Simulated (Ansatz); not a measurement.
The start is a generated cell, HfO2 built in the polar-ZrO2 structure type. The structure is fully relaxed (lattice and positions, P = 0) with r2SCAN (plane waves to 500 eV, PAW, scalar-relativistic; Ansatz, a quantum-chemistry and plane-wave program). The first steps use a 5×5×5 k-mesh.

Initial structure:
```
HfO2
1.0
    5.24151     0.00000     0.00000
    0.00000     5.05018     0.00000
    0.00000     0.00000     5.05915
Hf O
4 8
Direct
  0.03000   0.26700   0.25000
  0.97000   0.73300   0.75000
  0.53000   0.73300   0.25000
  0.47000   0.26700   0.75000
  0.36100   0.06800   0.10600
  0.63900   0.93200   0.60600
  0.86100   0.93200   0.10600
  0.13900   0.06800   0.60600
  0.22900   0.53700   0.00000
  0.77100   0.46300   0.50000
  0.72900   0.46300   0.00000
  0.27100   0.53700   0.50000
```

| Quantity | Value |
|---|---|
| Initial pressure | -0.4 GPa (negative: the cell is under tension) |
| Largest initial force | 0.27 eV/Å, on Hf1, Hf2, Hf3, Hf4 (atoms numbered as listed) |
| Outcome | The space group stays Pca2₁ (No. 29) (the run could not lower it), with 12 atoms in the primitive cell |
| Energy released | 1 meV/atom |
| Band gap at the end | 4.97 eV, indirect (valence top at Γ, conduction bottom at k = (0.2, 0.4, 0.4)) (no spin-orbit coupling) |
| Optimiser moves | 5 |

The end point of the relaxation:

Space group Pca2₁ (No. 29); a = 5.2467 Å, b = 5.0304 Å, c = 5.0595 Å, α = β = γ = 90.00°

```csv
atom,site,symmetry,x,y,z
Hf,4a,1,0.0325,0.2670,0.2486
O,4a,1,0.3670,0.0700,0.1089
O,4a,1,0.2678,0.5389,0.4985
```

No spin polarisation in the result.

The run could not lose the symmetry of its start.

The first start was generated by placing the elements on the sites of a structure type. Materials Project lists a structure of HfO2 in the same space group, Pca2₁ (No. 29); the sites were not compared with it, nor with measured phases.
